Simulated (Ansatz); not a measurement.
# Li₃Au: a two-dimensional sheet

It was reached by relaxing an invented guess, and it needn't be the stable form of this composition.

Level of theory: Ansatz 0.2.0, DFT PBE, scalar-relativistic, plane waves, PAW. Cutoff 420 eV; k points 12×12×1 on the computed 4-atom cell (Γ-centred); Gaussian smearing, width 0.10 eV; no spin polarisation.

The sheet is periodic along a and b; c holds vacuum.

```
CELL_PARAMETERS angstrom
3.92727 0.00000 0.00000
0.00000 3.92727 0.00000
0.00000 0.00000 28.55392
ATOMIC_POSITIONS crystal
Li 0.00000 0.50000 0.31461
Li 0.50000 0.00000 0.31461
Li 0.50000 0.50000 0.23580
Au 0.00000 0.00000 0.25566
```

Formation energies are uncorrected and refer to the elements' standard structures at the same level.

- Layer group: p4mm (No. 55)
- In-plane cell: a = 3.927 Å, b = 3.927 Å, γ = 90.0°
- Area per atom: 3.86 Å²
- Thickness between the outermost nuclei: 2.25 Å
- Formation energy: −0.09 eV/atom
- Band gap over mesh and path: none (metal or semimetal)
- Density of states at the Fermi level: 1.8 states/eV per cell
- Bader charges (e): Li1 0.78, Li2 0.78, Li3 0.86, Au4 -2.42

Levels along Γ–X–M–Γ, in eV from the Fermi level, sorted by energy at each point. Points in fractions of the primitive reciprocal vectors: Γ (0.000 0.000 0.000), X (0.000 0.500 0.000), M (0.500 0.500 0.000).
```tsv
point	k (1/Å, with 2π)	band 11	band 12	band 13	band 14	band 15	band 16	band 17
Γ	0.000	-4.12	-4.12	-3.90	-1.24	0.73	2.94	2.96
-	0.114	-4.13	-4.11	-3.92	-1.20	0.78	2.61	3.01
-	0.229	-4.16	-4.11	-3.96	-1.07	0.92	1.91	3.15
-	0.343	-4.15	-4.10	-4.03	-0.86	0.99	1.27	3.36
-	0.457	-4.10	-4.10	-4.08	-0.61	0.28	1.52	3.25
-	0.571	-4.14	-4.07	-3.78	-0.66	-0.06	1.82	2.64
-	0.686	-4.13	-4.07	-3.41	-1.21	0.28	1.59	2.72
X	0.800	-4.13	-4.06	-3.21	-1.48	0.55	1.28	3.12
-	0.914	-4.13	-4.07	-3.21	-1.43	0.58	1.29	3.17
-	1.028	-4.14	-4.10	-3.17	-1.30	0.67	1.31	3.27
-	1.143	-4.17	-4.12	-3.11	-1.09	0.79	1.30	3.19
-	1.257	-4.13	-4.04	-2.98	-0.82	0.87	1.22	2.45
-	1.371	-4.14	-3.81	-2.75	-0.51	0.71	1.03	1.94
-	1.486	-4.14	-3.67	-2.43	-0.20	0.24	0.76	1.87
M	1.600	-4.14	-3.63	-2.25	-0.02	-0.02	0.59	1.90
-	1.762	-4.14	-3.71	-2.61	-0.01	0.14	0.83	1.94
-	1.923	-4.13	-3.88	-3.32	0.17	0.57	0.60	2.70
-	2.085	-4.13	-4.08	-4.00	-0.01	0.61	1.18	2.39
-	2.246	-4.18	-4.17	-4.12	-0.50	1.08	1.76	1.84
-	2.408	-4.15	-4.15	-4.02	-0.90	1.10	1.90	2.43
-	2.570	-4.13	-4.12	-3.93	-1.16	0.83	2.55	2.83
Γ	2.731	-4.12	-4.12	-3.90	-1.24	0.73	2.94	2.96
```

The last run used a 12×12×1 mesh for its 4-atom cell and Gaussian smearing of 0.10 eV. These runs have no spin–orbit coupling, which can matter for Au.
